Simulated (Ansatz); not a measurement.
Moving the fixed moment of the cell in GdAlO3

```
Gd Al O
1.0
     3.73533    0.00000    0.00000
     0.00000    3.73533    0.00000
     0.00000    0.00000    3.73533
Gd Al O
1 1 3
Direct
  0.00000 0.00000 0.00000
  0.50000 0.50000 0.50000
  0.50000 0.50000 0.00000
  0.50000 0.00000 0.50000
  0.00000 0.50000 0.50000
```

The cell comes from a database or a generator and needn't be the stable form of this composition.

Kept alike: task single point; functional PBEsol; k mesh 6 × 6 × 6; occupations fermi-dirac, width 0.05 eV. Program: Ansatz, Ansatz PAW, cutoff 420 eV. The mesh is that of the run's cell of 5 atoms. No spin-orbit coupling.

| run | pressure (GPa) | largest site moment (μB) | free energy over the lowest row (meV/atom) |
| --- | --- | --- | --- |
| A | -3.62 | 5.39 | 566.59 |
| B | -4.43 | 3.75 | 1005.71 |
| C | 20.33 | 7.61 | 2210.35 |
| D | -6.25 | 6.88 | 0.00 |
| E | -5.58 | 1.87 | 1169.00 |
| F | 4.29 | 7.30 | 962.58 |
| G | -7.54 | 0.00 | 1587.94 |

Pressure is positive in compression, with a Pulay correction for the finite cutoff. The runs hold the magnetic state that their start led to, which needn't be the lowest. Site moments count inside each atom's sphere or projector. All rows use potentials made for PBE.

Problem. The runs differ in the fixed moment of the cell alone: 0; 1.8; 3.5; 5.2; 7; 8.8; 10.5 μB. Which run is which?

Solution. Run A is 5.2 μB; run B is 3.5 μB; run C is 10.5 μB; run D is 7 μB; run E is 1.8 μB; run F is 8.8 μB; run G is 0 μB. The pressure runs from -7.54 (0) to 20.33 GPa (10.5). The largest site moment rises from 0.00 to 7.61 μB between 0 and 10.5 μB. The free energy is lowest at 7, and 2210.35 meV an atom higher at 10.5.
